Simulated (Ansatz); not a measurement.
# Calculation log, Zr (P6_3/mmc) (elastic constants by finite strains)

Computed with PBEsol, all-electron PAW in Ansatz 0.2.0, datasets made for the crystal, scalar-relativistic; not a measurement.

Cell and atoms were relaxed beforehand by PAW with this functional.

Command:

```sh
ansatz run input.yaml --threads 1 --pin off --max-ram 2048MiB --backend cpu --events-out ev --progress --plain --runs-dir out
```

Input:

```yaml
crystal:
  lattice:
    - [3.1835212137, 0.0, 0.0]
    - [-1.59176060685, 2.75701024455, 0.0]
    - [0.0, 0.0, 5.11846355075]
  atoms:
    - { symbol: Zr, position: [0.333333333333, 0.666666666667, 0.25] }
    - { symbol: Zr, position: [0.666666666667, 0.333333333333, 0.75] }
kpoints:
  mp_grid: { grid: [16, 16, 8] }
scf:
  occupations: { method: fermi_dirac, width: 0.08 }
hamiltonian:
  xc: pbesol
  pseudopotentials: { kind: all_electron, datasets: crystal }
elastic:
  mode: relaxed_ion
  stencil: four_point
  amplitude: 0.008
```

The program printed:

```
Warning: RAYON_NUM_THREADS=1 ignored (pool sized by the plan → 1); use --threads N
hamiltonian.pseudopotentials.datasets: crystal makes datasets for this crystal and solves the spheres of its atoms anew in each pass: cutoff 240.0 eV, the density's 960.0 eV; recipe 25b6b1b58837.33, for an error of 0.50 meV an ...
band count auto-derived: 21 (N_el = 24.0; filled up to band 12; 16 by the electrons, moments and atoms)
Engine: ansatz 0.2.0, x86_64-unknown-linux-gnu
Pseudopotentials: kind: all_electron
Pseudopotential: Zr, paw, valence charge 12, recommended cutoff 240 eV (normal), crystal/all_electron/pbesol/scalar/gaussian/Zr, Koelling and Harmon's equation, gaussian nucleus
Functional definition: PBEsol
  exchange = pbesol_x
  correlation = pbesol_c
Crystal: 2 atoms, lattice volume = 44.925 Å³
Basis set: ecut = 240 eV, 379 PW (Γ), exchange–correlation on 36×36×54 points (8 copies of the dense FFT grid, shifted against one another)
Bands: 21, of which v1, the nominal top of the filled ones, is band 12 counted from 1 (11 counted from 0)
Symmetry: 24 space group operations
Space group: P63/mmc (ITA 194), of the structure as read, at distance tolerance 3.6e-5 Å
k-points: 150 of 2048
Non-local potential: Zr, projectors of the file, l = 0: 2, l = 1: 2, l = 2: 2
PAW form: soft (Blöchl's): semilocal exchange-correlation on the pseudo side does not see the compensation charge
PAW one-centre angular grid: Zr, 590 points (default); XC on its mesh's 1891 points in the sphere
Initial density: superposition of atomic densities (neutral atoms: chi_scale 0, normalization atom)
Initial wavefunctions: pseudopotential atomic-orbital guess
Functional: x = pbesol(κ = 0.804, μ = 0.12345679012345678), c = pbesol(β = 0.046)
iter 1 solved again at ethr=2.53e-3 eV; its pass at ethr=1.00e-1 eV (dr2=6.06e-1 eV) is discarded
SCF iter   1: F=—  HF=-195744.084207 eV  |F-HF|=—  |Δ(HF+E_count)|=         —  Δρ=3.27e-2  dr2=6.13e-1  ethr=2.53e-3  ⟨swp⟩=2.5  Hψ=16795  notcnv=0
preconditioner: auto → Kerker (q_TF=auto, 2.458 Å⁻¹)  [metal: Δε(μ)=0.035 eV  Ē_g=6.051 eV  σ=0.080 eV  W_gap=0.11  n_scr=10 (ndim 8)  ℏωp=15.7 eV  f_vac=0.000  D(μ)=1.73/eV (n_scr^D=22)]
SCF iter   2: F=—  HF=-195743.947215 eV  |F-HF|=—  |Δ(HF+E_count)|=   1.37e-1  Δρ=1.98e-2  dr2=2.28e-1  ethr=2.53e-3  ⟨swp⟩=2.0  Hψ=6300  notcnv=0
iter 3 solved again at ethr=1.41e-5 eV; its pass at ethr=9.51e-4 eV (dr2=3.37e-3 eV) is discarded
SCF iter   3: F=—  HF=-195743.873616 eV  |F-HF|=—  |Δ(HF+E_count)|=   7.36e-2  Δρ=3.59e-3  dr2=3.40e-3  ethr=1.41e-5  ⟨swp⟩=2.0  Hψ=14882  notcnv=0
SCF iter   4: F=—  HF=-195743.878385 eV  |F-HF|=—  |Δ(HF+E_count)|=   4.77e-3  Δρ=9.55e-4  dr2=3.02e-4  ethr=1.41e-5  ⟨swp⟩=3.0  Hψ=5653  notcnv=0
SCF iter   5: F=—  HF=-195743.879174 eV  |F-HF|=—  |Δ(HF+E_count)|=   7.89e-4  Δρ=2.12e-4  dr2=2.11e-5  ethr=1.26e-6  ⟨swp⟩=2.8  Hψ=7421  notcnv=0
SCF iter   6: F=—  HF=-195743.879174 eV  |F-HF|=—  |Δ(HF+E_count)|=   5.33e-8  Δρ=5.55e-5  dr2=1.49e-6  ethr=8.80e-8  ⟨swp⟩=2.3  Hψ=5186  notcnv=0
SCF iter   7: F=—  HF=-195743.879174 eV  |F-HF|=—  |Δ(HF+E_count)|=   2.01e-7  Δρ=5.61e-6  dr2=6.46e-9  ethr=6.23e-9  ⟨swp⟩=2.8  Hψ=7424  notcnv=0
[... 142 lines left out ...]
  E_ewald      = -2122.432633
  E_smearing   = -0.042711  (= −TS)
  E_closure    = 3287.598199  (closes the sum)
  Σ components = -195743.879172   (vs F -195743.879172, Δ=0.00e0)
  The terms above E_closure are by the made datasets' own strengths, without shells solved beside the bands.
--- Forces (eV/Å), atoms counted from 1 ---
  atom   1  Zr     0.00000000    -0.00000000     0.00000000
  atom   2  Zr    -0.00000000     0.00000000    -0.00000000
  max |Σ_I F_I| component: 5.55e-17 eV/Å
--- Stress (GPa, compression-positive) ---
        0.024614      -0.000000       0.000000
        0.000000       0.024614       0.000000
        0.000000       0.000000       0.029649
  P = ⅓ Tr σ = 0.0263 GPa (0.263 kbar)
--- Elastic constants: 3 strain directions × 4 members + reference (group order 24) ---
  dense FFT box of the reference and of every strained cell: 18×18×27
  strains applied: 11, 33, 23; error gains: componentwise 1.00 (the most a stress slope's error grows in a printed constant), spectral 1.41 (1 for all six strains in a standard setting)
  C = ∂σ_k/∂η_j (tension-positive GPa; Voigt order 11 22 33 23 13 12):
       139.699     75.053     72.117      0.000      0.000     -0.000
        75.053    139.699     72.117     -0.000     -0.000     -0.000
        72.128     72.128    174.096      0.000      0.000     -0.000
        -0.000      0.000     -0.000     22.948      0.000     -0.000
         0.000     -0.000     -0.000     -0.000     22.948      0.000
         0.000     -0.000     -0.000     -0.000     -0.000     32.323
  reference stress σ⁰ (GPa):     -0.025     -0.025     -0.030     -0.000     -0.000     -0.000
  C* (energy form; C + prestress term) asymmetry max|C*_kj − C*_jk| = 5.423e-3 GPa — a small one proves nothing (zero by symmetry where the batch's group is 432, −43m or m−3m); a large one is finite-difference/SCF noise where ...
  moduli (Voigt/Reuss/Hill, GPa): K = 99.12/98.32/98.72   G = 31.26/29.23/30.24   E = 82.32   ν = 0.361
  mechanically stable: yes (min eigenvalue of sym C = 22.95 GPa)
  harmonic check of the ions' relaxations: strain 23: 1 pair too noisy to judge
  the stresses are not corrected for the forces that the relaxations left standing (`elastic.f_tol`)
  where every solve meets its electron count the energy-path curvature estimates C_jj along a normal strain and C_jj − ¼(σ⁰_aa + σ⁰_bb) along a shear (ab), closely only under elastic.basis: deformed
  strain η (Voigt 11):  stress-route row diagonal C_11 = 139.70 GPa, energy-path curvature d²(F+E_count)/dδ²/Ω₀ = 139.73 GPa
    cells at ±δ against ±2δ: C11 139.24 and 137.88 GPa, apart by 0.98 % of the column's largest entry
         δ    σ_11 (GPa)             F (eV)   n_scf  n_hpsi   n_pw
    -1.600e-2      -2.2732     -195743.8740156       3  152866    383   relax 4 steps, max|allowed force component| 9.86e-7 eV/Å
    -8.000e-3      -1.1498     -195743.8778569       3  152870    385   relax 3 steps, max|allowed force component| 6.62e-6 eV/Å
     8.000e-3       1.0781     -195743.8779837       3  152869    392   relax 3 steps, max|allowed force component| 9.86e-6 eV/Å
     1.600e-2       2.1389     -195743.8743662       3  153031    395   relax 3 steps, max|allowed force component| 1.73e-5 eV/Å
  strain η (Voigt 33):  stress-route row diagonal C_33 = 174.10 GPa, energy-path curvature d²(F+E_count)/dδ²/Ω₀ = 174.17 GPa
    cells at ±δ against ±2δ: C23 72.16 and 72.30 GPa, apart by 0.08 % of the column's largest entry
         δ    σ_33 (GPa)             F (eV)   n_scf  n_hpsi   n_pw
    -1.600e-2      -2.9624     -195743.8725694       8   80106    382   relax 0 steps, max|allowed force component| 2.50e-16 eV/Å
    -8.000e-3      -1.4593     -195743.8775149       5   48968    386   relax 0 steps, max|allowed force component| 1.48e-16 eV/Å
     8.000e-3       1.3261     -195743.8777036       5   48560    392   relax 0 steps, max|allowed force component| 2.96e-16 eV/Å
     1.600e-2       2.6082     -195743.8732766       8   72145    397   relax 0 steps, max|allowed force component| 2.78e-16 eV/Å
  strain η (Voigt 23):  stress-route row diagonal C_44 = 22.95 GPa, energy-path curvature d²(F+E_count)/dδ²/Ω₀ = 22.99 GPa
    cells at ±δ against ±2δ: C44 22.94 and 22.93 GPa, apart by 0.05 % of the column's largest entry
         δ    σ_23 (GPa)             F (eV)   n_scf  n_hpsi   n_pw
    -1.600e-2      -0.3669     -195743.8783475       8  326121    388   relax 5 steps, max|allowed force component| 4.90e-7 eV/Å
    -8.000e-3      -0.1836     -195743.8789657       8  327082    388   relax 2 steps, max|allowed force component| 1.36e-5 eV/Å
     8.000e-3       0.1836     -195743.8789657       8  326054    388   relax 3 steps, max|allowed force component| 8.36e-6 eV/Å
     1.600e-2       0.3669     -195743.8783475       8  326463    388   relax 5 steps, max|allowed force component| 4.92e-7 eV/Å
```

Self-consistency was reached.

### Strained cells

Elastic constants of a crystal by Kohn-Sham DFT: slopes of the stress over finite engineering strains of the given cell, Voigt indices, Cartesian axes as in the input; stress of each strained cell less that at rest, tension positive.

```csv
strain component,strain,stress xx (GPa),stress yy (GPa),stress zz (GPa),stress yz (GPa),stress xz (GPa),stress xy (GPa),relaxation steps
xx,-0.016,-2.249,-1.239,-1.177,0,0,0,4
xx,-0.008,-1.125,-0.6091,-0.5826,0,0,0,3
xx,0.008,1.103,0.5937,0.5724,0,0,0,3
xx,0.016,2.163,1.177,1.138,0,0,0,3
zz,-0.016,-1.193,-1.193,-2.933,0,0,0,0
zz,-0.008,-0.5863,-0.5863,-1.43,0,0,0,0
zz,0.008,0.5683,0.5683,1.356,0,0,0,0
zz,0.016,1.121,1.121,2.638,0,0,0,0
yz,-0.016,0.0112,0.0002,-0.0063,-0.3669,0,0,5
yz,-0.008,0.0028,0,-0.0016,-0.1836,0,0,2
yz,0.008,0.0028,0,-0.0016,0.1836,0,0,3
yz,0.016,0.0112,0.0002,-0.0063,0.3669,0,0,5
```

**Elastic moduli**

Hill averages of a grain aggregate, Debye temperature from the mean sound speed over directions.

| Quantity | Value |
| --- | --- |
| Bulk modulus | 98.72 GPa |
| Shear modulus | 30.24 GPa |
| Young modulus | 82.32 GPa |
| Poisson ratio | 0.361 |
| Bulk over shear modulus | 3.264 |
| Elastic anisotropy index | 0.3552 |
| Least young modulus | 69.42 GPa |
| Largest young modulus | 125.7 GPa |
| Longitudinal sound speed | 4541 m/s |
| Transverse sound speed | 2118 m/s |
| Elastic debye temperature | 250.3 K |
| Linear compressibility (x, y, z) | 3.779, 3.779, 2.613 1/TPa |

### Elastic constants

| Item | Value |
| --- | --- |
| Pressure at rest | 0.026 GPa |
| Least elastic eigenvalue | 22.95 GPa |
| Elastically stable | yes |

```
index  elastic (GPa)
   11          139.7
   12          75.05
   13          72.12
   33          174.1
   44          22.95
```

Known limits: responses of metals move with mesh and smearing; elastic stability says nothing of phonons or of other phases.

Cost: 12 min on 1 thread of Intel(R) Xeon(R) 6975P-C (Granite Rapids), with other jobs on the host, peak memory 1 GiB.
